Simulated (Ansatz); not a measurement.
BN:
```yaml
crystal:
  lattice:
    - [2.48831, 0.00000, 0.00000]
    - [-1.24416, 2.15494, 0.00000]
    - [0.00000, 0.00000, 6.49510]
  atoms:
    - { symbol: B, position: [0.66667, 0.33333, 0.25000] }
    - { symbol: N, position: [0.33333, 0.66667, 0.25000] }
    - { symbol: B, position: [0.33333, 0.66667, 0.75000] }
    - { symbol: N, position: [0.66667, 0.33333, 0.75000] }
```

Relaxed with LDA. Special points in fractions of this cell's reciprocal vectors: Γ (0.000, 0.000, 0.000); M (0.500, 0.000, 0.000); K (0.333, 0.333, 0.000); A (0.000, 0.000, 0.500); L (0.500, 0.000, 0.500); H (0.333, 0.333, 0.500).

Task: List the band energies nearest the valence-band maximum at these points for LDA (plane waves, PAW; program Ansatz).

Result: In eV from the valence-band maximum; about four levels below and three above (degenerate sets whole), none deeper than 8.9 eV; points with the same levels are listed once.

```json
[
 {"k": "Γ", "below": "-1.37 -1.37 -1.33 -1.33", "above": "5.04 10.31 11.55 11.55"},
 {"k": "M", "below": "-4.25 -4.17 -1.63 -0.46", "above": "4.03 5.61 9.61"},
 {"k": "K", "below": "-7.12 -7.12 -0.17 -0.17", "above": "4.76 4.76 10.31"},
 {"k": "A", "below": "-1.35 -1.35 -1.35 -1.35", "above": "7.60 7.60 11.62 11.62 11.62 11.62"},
 {"k": "L", "below": "-4.21 -4.21 -1.01 -1.01", "above": "4.54 4.54 10.06 10.06"},
 {"k": "H", "below": "-7.13 -7.13 -0.06 -0.06", "above": "4.48 4.48 11.61 11.61"}
]
```

Space group P6_3/mmc. The cell was relaxed with LDA under the symmetry of its start; phonons on a q-mesh show no instability. A crystal of weakly bound layers computed without a dispersion correction: the cell and the soft elastic constants depend strongly on that.

Potentials: the earlier of the program's two PAW sets.
